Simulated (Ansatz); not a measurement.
Zr2Ni in space group I4/mcm (No. 140; Zr on 8h, Ni on 4a) at seven volumes, the program Ansatz at the LDA level (PAW), shape and atoms relaxed at each. One row is withheld.

```csv
V (Å³/atom),P (GPa)
15.615,15.63
16.129,9.65
16.644,?
17.159,0.01
17.674,-3.86
18.188,-7.20
18.703,-10.07
```

Fit the shown pressures and predict the withheld one.

P = (3/2)B₀(x^(7/2) − x^(5/2))[1 + (3/4)(B′ − 4)(x − 1)] with x = (V₀/V)^(2/3). Least squares on the six rows gives V₀ = 17.160 Å³/atom, B₀ = 138 GPa, B′ = 3.86. At V = 16.644, x = 1.0206 and P = 4.47 GPa. The run itself gave 4.48 GPa.

The first step of the workflow began from a Materials Project structure, measured or hypothetical; the Crystallography Open Database files this formula in space group No. 140, but the cells were not matched. Its standing as an ambient phase is unchecked. The cell was relaxed with LDA under the symmetry of its start; of distortions, only those at the zone centre were tested. The run is not spin-polarised.

Potentials: the later of the program's two PAW sets.
